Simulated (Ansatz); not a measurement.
CaS:
```
CELL_PARAMETERS angstrom
      0.00000     2.85601     2.85601
      2.85601     0.00000     2.85601
      2.85601     2.85601     0.00000
ATOMIC_POSITIONS crystal
  Ca 0.00000 0.00000 0.00000
  S  0.50000 0.50000 0.50000
```

Tensor components refer to the Cartesian frame of this cell.

Question: Give the high-frequency dielectric tensor and the Born effective charge tensors of the independent atoms from DFPT, PBE (plane waves, PAW; program Ansatz).

Answer: 
ε∞:
```
4.99  0.00  0.00
0.00  4.99  0.00
0.00  0.00  4.99
```
Z* of atom 1 (Ca), rows: field, columns: displacement, in e:
```
2.37  0.00  0.00
0.00  2.37  0.00
0.00  0.00  2.37
```
Z* of atom 2 (S), rows: field, columns: displacement, in e:
```
-2.37   0.00   0.00
 0.00  -2.37   0.00
 0.00   0.00  -2.37
```

Static charges for comparison (Bader): Ca1 +1.47, S2 -1.47 e. Born charges measure polarisation by displacement and can exceed these by far.

Space group Fm-3m (rock salt). Symmetry was held in the PBE relaxation; phonons on a q-mesh show no instability.

Potentials: the later of the program's two PAW sets.
